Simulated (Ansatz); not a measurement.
A relaxation of cell and atoms of YAl2N3, ordered on the rocksalt lattice (I4/mmm) with 6 atoms a cell with the plane-wave code Ansatz, at the level PBE. The start is a rough guess from atomic radii.

```yaml
crystal:
  lattice:
    - [-1.5204719126, 1.5204719126, 6.450816]
    - [1.5204719126, -1.5204719126, 6.450816]
    - [1.5204719126, 1.5204719126, -6.450816]
  atoms:
    - { symbol: "Y", position: [0.0, 0.0, 0.0] }
    - { symbol: "N", position: [0.8333333333, 0.8333333333, 0.0] }
    - { symbol: Al, position: [0.3333333333, 0.3333333333, 0.0] }
    - { symbol: "N", position: [0.1666666667, 0.1666666667, 0.0] }
    - { symbol: Al, position: [0.6666666667, 0.6666666667, 0.0] }
    - { symbol: "N", position: [0.5, 0.5, 0.0] }
kpoints:
  mp_grid: { grid: [10, 10, 10] }
hamiltonian:
  xc: pbe
scf:
  occupations: { method: fermi_dirac, width: 0.02 }
relax:
  f_tol: 0.005
  cell: {}
```

The trajectory has 9 recorded frames, each with fractional positions and then forces in eV/Å along x, y and z. Some frames, the last among them, repeat a geometry solved again on a basis re-selected at its cell; pressure is positive in compression.

Step 1: energy 0.0 meV/atom from step 1, largest force component 3.668 eV/Å, pressure +26.66 GPa; a = 6.800 Å, b = 6.800 Å, c = 6.800 Å, α = 154.16°, β = 154.16°, γ = 36.87°
```
Y  0.0000 0.0000 0.0000     0.000   0.000   0.000
N  0.8333 0.8333 0.0000     0.000   0.000  -3.668
Al 0.3333 0.3333 0.0000     0.000   0.000  -0.952
N  0.1667 0.1667 0.0000     0.000   0.000   3.668
Al 0.6667 0.6667 0.0000     0.000   0.000   0.952
N  0.5000 0.5000 0.0000     0.000   0.000   0.000
```

Step 2: energy -162.5 meV/atom from step 1, largest force component 1.584 eV/Å, pressure +1.82 GPa; a = 6.952 Å, b = 6.952 Å, c = 6.952 Å, α = 153.87°, β = 153.87°, γ = 37.29°
```
Y  0.0000 0.0000 0.0000     0.000   0.000   0.000
N  0.8230 0.8230 0.0000     0.000   0.000  -0.160
Al 0.3329 0.3329 0.0000     0.000   0.000  -1.584
N  0.1770 0.1770 0.0000     0.000   0.000   0.160
Al 0.6671 0.6671 0.0000     0.000   0.000   1.584
N  0.5000 0.5000 0.0000     0.000   0.000   0.000
```

Step 3: energy -201.5 meV/atom from step 1, largest force component 0.419 eV/Å, pressure +0.77 GPa; a = 6.876 Å, b = 6.876 Å, c = 6.876 Å, α = 153.17°, β = 153.17°, γ = 38.31°
```
Y  0.0000 0.0000 0.0000     0.000   0.000   0.000
N  0.8206 0.8206 0.0000     0.000   0.000   0.419
Al 0.3251 0.3251 0.0000     0.000   0.000   0.318
N  0.1794 0.1794 0.0000     0.000   0.000  -0.419
Al 0.6749 0.6749 0.0000     0.000   0.000  -0.318
N  0.5000 0.5000 0.0000     0.000   0.000   0.000
```

Step 4: energy -204.3 meV/atom from step 1, largest force component 0.061 eV/Å, pressure -0.42 GPa; a = 6.860 Å, b = 6.860 Å, c = 6.860 Å, α = 153.03°, β = 153.03°, γ = 38.51°
```
Y  0.0000 0.0000 0.0000     0.000   0.000   0.000
N  0.8217 0.8217 0.0000     0.000   0.000  -0.061
Al 0.3264 0.3264 0.0000     0.000   0.000   0.025
N  0.1783 0.1783 0.0000     0.000   0.000   0.061
Al 0.6736 0.6736 0.0000     0.000   0.000  -0.025
N  0.5000 0.5000 0.0000     0.000   0.000   0.000
```

Step 5: energy -206.1 meV/atom from step 1, largest force component 0.014 eV/Å, pressure +0.02 GPa; a = 6.782 Å, b = 6.782 Å, c = 6.782 Å, α = 152.54°, β = 152.54°, γ = 39.23°
```
Y  0.0000 0.0000 0.0000     0.000   0.000   0.000
N  0.8214 0.8214 0.0000     0.000   0.000  -0.014
Al 0.3276 0.3276 0.0000     0.000   0.000   0.007
N  0.1786 0.1786 0.0000     0.000   0.000   0.014
Al 0.6724 0.6724 0.0000     0.000   0.000  -0.007
N  0.5000 0.5000 0.0000     0.000   0.000   0.000
```

Step 6: energy -206.1 meV/atom from step 1, largest force component 0.001 eV/Å, pressure 0.00 GPa; a = 6.784 Å, b = 6.784 Å, c = 6.784 Å, α = 152.56°, β = 152.56°, γ = 39.20°
```
Y  0.0000 0.0000 0.0000     0.000   0.000   0.000
N  0.8214 0.8214 0.0000     0.000   0.000   0.000
Al 0.3276 0.3276 0.0000     0.000   0.000  -0.001
N  0.1786 0.1786 0.0000     0.000   0.000   0.000
Al 0.6724 0.6724 0.0000     0.000   0.000   0.001
N  0.5000 0.5000 0.0000     0.000   0.000   0.000
```

Step 7: energy -212.0 meV/atom from step 1, largest force component 0.001 eV/Å, pressure +0.72 GPa; a = 6.784 Å, b = 6.784 Å, c = 6.784 Å, α = 152.56°, β = 152.56°, γ = 39.20°
```
Y  0.0000 0.0000 0.0000     0.000   0.000   0.000
N  0.8214 0.8214 0.0000     0.000   0.000   0.001
Al 0.3276 0.3276 0.0000     0.000   0.000  -0.001
N  0.1786 0.1786 0.0000     0.000   0.000  -0.001
Al 0.6724 0.6724 0.0000     0.000   0.000   0.001
N  0.5000 0.5000 0.0000     0.000   0.000   0.000
```

Step 8: energy -212.1 meV/atom from step 1, largest force component 0.004 eV/Å, pressure -0.01 GPa; a = 6.781 Å, b = 6.781 Å, c = 6.781 Å, α = 152.47°, β = 152.47°, γ = 39.32°
```
Y  0.0000 0.0000 0.0000     0.000   0.000   0.000
N  0.8214 0.8214 0.0000     0.000   0.000   0.001
Al 0.3277 0.3277 0.0000     0.000   0.000   0.004
N  0.1786 0.1786 0.0000     0.000   0.000  -0.001
Al 0.6723 0.6723 0.0000     0.000   0.000  -0.004
N  0.5000 0.5000 0.0000     0.000   0.000   0.000
```

Step 9: energy -212.2 meV/atom from step 1, largest force component 0.004 eV/Å, pressure -0.01 GPa; a = 6.781 Å, b = 6.781 Å, c = 6.781 Å, α = 152.47°, β = 152.47°, γ = 39.32°
```
Y  0.0000 0.0000 0.0000     0.000   0.000   0.000
N  0.8214 0.8214 0.0000     0.000   0.000   0.001
Al 0.3277 0.3277 0.0000     0.000   0.000   0.004
N  0.1786 0.1786 0.0000     0.000   0.000  -0.001
Al 0.6723 0.6723 0.0000     0.000   0.000  -0.004
N  0.5000 0.5000 0.0000     0.000   0.000   0.000
```

The walk took 7 steps, besides SCFs solved again on a fresh basis, and changed the volume by +11.5 %. The last SCF, on a fresh basis, lies 212 meV an atom below the first. At the end: the symmetry is I4/mmm (No. 139, tetragonal); conventional cell a = 3.227 Å, c = 12.772 Å, 11.08 Å³ an atom. Y is surrounded by 6 N at 2.28 Å; N is surrounded by 5 Al at 1.90–2.28 Å and 1 Y at 2.28 Å; Al is surrounded by 6 N at 1.90–2.28 Å; N is surrounded by 2 Al at 2.20 Å and 4 Y at 2.28 Å.

Command: `ansatz run input.yaml --threads 2 --pin off --max-ram 20275MiB --backend cpu --events-out ev --progress --plain --runs-dir out`.

Q: It took 19 s on 2 threads of AMD EPYC 7R13 Processor (Zen 3), with other jobs on the host. What peak of host memory did it reach?

A: About 0.64 GiB.

These are computed values for a spin-unpolarised cell that may be hypothetical; none is a measurement.
